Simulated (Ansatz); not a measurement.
LaTiO₃:
```yaml
crystal:
  lattice:
    - [3.87218, 0.00000, 0.00000]
    - [0.00000, 3.87218, 0.00000]
    - [0.00000, 0.00000, 3.87218]
  atoms:
    - { symbol: O, position: [0.50000, 0.50000, 0.00000] }
    - { symbol: O, position: [0.00000, 0.50000, 0.50000] }
    - { symbol: O, position: [0.50000, 0.00000, 0.50000] }
    - { symbol: Ti, position: [0.50000, 0.50000, 0.50000] }
    - { symbol: La, position: [0.00000, 0.00000, 0.00000] }
```

Relaxed with LDA. Special points in fractions of this cell's reciprocal vectors: Γ (0.000, 0.000, 0.000); X (0.000, 0.500, 0.000); M (0.500, 0.500, 0.000); R (0.500, 0.500, 0.500).

Task: List the band energies nearest the Fermi level at these points for DFT-LDA in the program Ansatz with PAW potentials.

Result: In eV from the Fermi level; about four levels below and three above (degenerate sets whole), none deeper than 8.9 eV; points with the same levels are listed once.

```
k                                below                above
-  -----------------------------------  -------------------
Γ        -0.85 -0.85 -0.85 -0.22 -0.22  1.16 1.36 1.36 1.36
X        -5.89 -5.89 -4.21 -4.21 -0.63       0.83 1.01 1.01
M              -5.05 -5.01 -5.01 -3.87       0.89 0.89 1.15
R  -6.76 -6.76 -6.76 -3.83 -3.83 -3.83       0.95 0.95 0.95
```

Space group Pm-3m (cubic perovskite). The workflow started from an entry of the Crystallography Open Database (COD), which files this formula under 2 space groups. Whether it is the stable phase at ambient conditions was not checked. Symmetry was held in the LDA relaxation; of distortions, only those at the zone centre were tested. No spin polarisation was allowed. Without spin polarisation and U, an open-shell compound can come out a false metal. Spin–orbit coupling is left out wherever it is not named.

Potentials: the later of the program's two PAW sets.
